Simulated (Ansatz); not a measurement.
An Ansatz run on YAl2N3, ordered on the rocksalt lattice (I4/mmm) with 6 atoms a cell left the output below. The cell was relaxed beforehand with r2SCAN.

Structure:
```xyz
6
Lattice="-1.6031 1.6031 6.3586 1.6031 -1.6031 6.3586 1.6031 1.6031 -6.3586" Properties=species:S:1:pos:R:3 pbc="T T T"
Y     0.0000    0.0000    0.0000
N     0.0000    0.0000   10.4437
Al    0.0000    0.0000    4.1633
N     0.0000    0.0000    2.2735
Al    0.0000    0.0000    8.5539
N     0.0000    0.0000    6.3586
```

The log, with set-up remarks and timings taken out:
```
scf.n_extra_bands = 5 over 16 filled bands (N_el = 32.0): the run solves 21 bands
Pseudopotential: Y, paw, valence charge 11, recommended cutoff 420 eV (normal)
Pseudopotential: N, paw, valence charge 5, recommended cutoff 420 eV (normal)
Pseudopotential: Al, paw, valence charge 3, recommended cutoff 420 eV (normal)
Functional definition: PBE
Crystal: 6 atoms, lattice volume = 65.364 Å³
Basis set: ecut = 420 eV, 1297 PW (Γ), FFT grids on a1−a2, a2, a1+a3
Symmetry: 16 space group operations
Space group: I4/mmm (ITA 139)
k-points: 163 of 1728
preconditioner: auto → none  [insulator: Δε(μ)=0.888 eV  σ=0.020 eV  ℏωp=25.2 eV]
SCF 1 converged in 6 iterations: F = -6081.869264 eV  dr2 = 1.72e-9
NSCF: frozen V_eff on 94 k-points
SCF converged after 6 iterations
Free energy (F): -6081.869264 eV
Fermi energy:    11.477920 eV
--- Per-component energies (eV) ---
  E_band       = 17.150872
  E_kinetic    = 757.900904
  E_local      = -1156.710385
  E_nonlocal   = 203.483111
  E_hartree    = 412.701672
  E_xc         = -440.206701
  E_vxc        = -495.913306
  E_paw        = -4140.929149
  E_vpaw       = -117.012886
  E_ewald      = -1718.109005
--- Forces (eV/Å), atoms counted from 1 ---
  atom   1  Y       0.00000      0.00000      0.00000
  atom   2  N       0.00000      0.00000      0.09924
  atom   3  Al      0.00000      0.00000      0.15877
  atom   4  N       0.00000      0.00000    -0.09924
  atom   5  Al      0.00000      0.00000    -0.15877
  atom   6  N       0.00000      0.00000      0.00000
--- Stress (GPa, compression-positive) ---
        3.194086       0.000000       0.000000
        0.000000       3.194086       0.000000
        0.000000       0.000000       3.942754
  P = ⅓ Tr σ = 3.4436 GPa (34.436 kbar)
--- Band table (eV; the first three rows and the last of 163) ---
  k-point 0: bands = […, 8.3041, 10.0527, 10.1078, 10.1078, 11.0284, 11.0284, 11.9875, 13.0198, 16.1185, 16.3636, …]
  k-point 1: bands = […, 8.6991, 9.5747, 9.7405, 10.0178, 10.0459, 10.8190, 12.8128, 13.8225, 16.2399, 16.2635, …]
  k-point 2: bands = […, 8.4848, 8.8115, 8.9615, 9.1630, 10.2215, 10.5558, 14.4225, 15.0046, 15.4342, 16.7480, …]
  k-point 162: bands = […, 8.4350, 8.4350, 10.0510, 10.0510, 10.7693, 10.7693, 11.9320, 14.3036, 15.2422, 17.1359, …]
```

**Question.** Which of these blocks stood in the input: relax, gw, phonons, dielectric, magnetization (spin_orbit)?

**Answer.** None of them. A single point prints forces and stress when the output block asks for them.

**Question.** Which k mesh was typed?

**Answer.** 12×12×12, Γ-centred.

**Question.** How were the bands filled?

**Answer.** With smearing of width σ = 0.02 eV (Fermi-Dirac in this run).

Run as `ansatz run input.yaml --threads 2 --pin off --max-ram 20275MiB --backend cpu --events-out ev --progress --plain --runs-dir out`. Wall time 6.5 s on 2 threads of AMD EPYC 7R13 Processor (Zen 3), on a shared host; peak host memory 0.69 GiB.

All values are calculated for a non-magnetic cell, which may be hypothetical.

Spin-orbit coupling is left out.
